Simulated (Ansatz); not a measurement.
# Ta$_{3}$Ru$_{2}$: ideal shear of a crystal plane

The calculation used DFT PBEsol, scalar-relativistic, plane waves, PAW (Ansatz). The runs took a 420 eV cutoff, a Γ-centred 12×12×3 mesh and Gaussian smearing (0.15 eV). Spin–orbit coupling is left out, which can shift energies with elements as heavy as these. No spin polarisation. Energies are free energies at this smearing, counted from the undisturbed cell; pressure is positive in compression.

The starting cell (relaxed at this level; it needn't be the usual structure):

```
Ta Ru
1.0
    -3.18895    0.00000    0.00000
     0.00000   -3.18895    0.00000
     0.00000    0.00000   15.63590
Ta Ru
6 4
Cartesian
  0.0000 0.0000 13.1780
  0.0000 0.0000 0.8192
  0.0000 0.0000 3.9458
  0.0000 0.0000 6.9986
  0.0000 0.0000 10.0515
  -1.5945 -1.5945 14.8166
  -1.5945 -1.5945 2.4450
  -1.5945 -1.5945 5.4756
  -1.5945 -1.5945 8.5217
  -1.5945 -1.5945 11.5523
```

The cut lies on the cell's a–b face, a (0 0 1) plane (indices in the standard cell, whose axes needn't be the Cartesian ones shown) of area 10.17 Å², between layers 1.64 Å apart. Vector c is tilted by f times 1·a − 1·b (length 4.510 Å) with the atoms' Cartesian places fixed: one unrelaxed fault a cell. The traction is dγ/du, the slope of γ against the slip u in Å. Some rows repeat others by symmetry and weren't run.

| f | γ (mJ/m²) | traction (GPa) |
| --- | --- | --- |
| 0.0000 | 0 | 0.0 |
| 0.0833 | 646 | 36.1 |
| 0.1667 | 2937 | 86.6 |
| 0.2500 | 7201 | 143.4 |
| 0.3333 | 14095 | 225.3 |
| 0.4167 | 23115 | 222.0 |
| 0.5000 | 27838 | 0.0 |
| 0.5833 | 23115 | -222.0 |
| 0.6667 | 14095 | -225.3 |
| 0.7500 | 7201 | -143.4 |
| 0.8333 | 2937 | -86.6 |
| 0.9167 | 646 | -36.1 |

Problem. Read off the first barrier and the stress needed to climb it, and compare with Frenkel's sinusoid.

Solution. The first sampled maximum lies at f = 0.500, a slip of 2.25 Å, with γ ≈ 27838 mJ/m², which stands in for the unstable fault energy γ_us, and the steepest sampled slope before it is 225.3 GPa. A sinusoid γ = γ_us sin²(πu/λ) with its maximum there has λ = 4.51 Å and a largest slope πγ_us/λ = 193.9 GPa (1 mJ/m² per Å = 0.01 GPa). The stand-in is too high: a rotation axis of order three or more passes through this point, so the curvature is the same in every direction of the plane and the point is a peak of the γ-surface, which slip goes round.

Problem. Is there a metastable fault on this line?

Solution. Apart from points where γ returns to about zero, no local minimum shows among the samples, so at this sampling the line offers no fault for a dislocation to split on; a fault can still lie off the line.

The cut is rigid; relaxing the faces lowers these energies and usually the stresses.

In a metal these slopes depend on the k mesh and the smearing.

Cost: 7 runs of about 6.9 core-minutes in all, on Intel Xeon 6975P-C (Granite Rapids) (shared hosts).